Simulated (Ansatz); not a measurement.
Relaxed-ion elastic tensor of Al₂Cu in space group I4/mcm (No. 140; Al on 8h, Cu on 4a) in GPa (Voigt order), r²SCAN in the plane-wave PAW code Ansatz; density 4.52 g/cm³, 14.40 Å³ per atom.

|  | 1 | 2 | 3 | 4 | 5 | 6 |
|---|---|---|---|---|---|---|
| 1 | 188 | 87.1 | 69.7 | 0.0 | 0.0 | 0.0 |
| 2 | 87.1 | 188 | 69.7 | 0.0 | 0.0 | 0.0 |
| 3 | 69.7 | 69.7 | 198 | 0.0 | 0.0 | 0.0 |
| 4 | 0.0 | 0.0 | 0.0 | 31.9 | 0.0 | 0.0 |
| 5 | 0.0 | 0.0 | 0.0 | 0.0 | 31.9 | 0.0 |
| 6 | 0.0 | 0.0 | 0.0 | 0.0 | 0.0 | 50.0 |

Problem. Is the crystal mechanically stable?

Solution. Yes: the smallest eigenvalue of C is 31.9 GPa.

Problem. Work out the Voigt, Reuss and Hill averages.

Solution. K_V = 114, K_R = 114, K_H = 114; G_V = 45.9, G_R = 42.4, G_H = 44.2 GPa.

Problem. Give Young's modulus, Poisson's ratio, Pugh's ratio and the universal anisotropy index.

Solution. E = 9KG/(3K + G) = 117 GPa; ν = 0.33; K/G = 2.58 (ductile by the Pugh limit of 1.75); A_U = 5G_V/G_R + K_V/K_R − 6 = 0.41.

Problem. Estimate the sound speeds and the Debye temperature.

Solution. v_l = √((K + 4G/3)/ρ) = 6190 m/s, v_t = √(G/ρ) = 3130 m/s, mean 3510 m/s; Θ = (h/k)(3n/4πV)^(1/3) v_m = 429 K.

Problem. How much does each axis shrink under pressure?

Solution. Linear compressibilities β_i = Σ_j S_ij (j = 1 to 3): x 2.9, y 2.9, z 3.0 per TPa.

Symmetry was held in the r²SCAN relaxation; of distortions, only those at the zone centre were tested. No spin polarisation was allowed. As this level gives no gap, shear constants depend on the k-mesh and smearing (Fermi–Dirac, 0.1 eV here).

Potentials: the later of the program's two PAW sets.
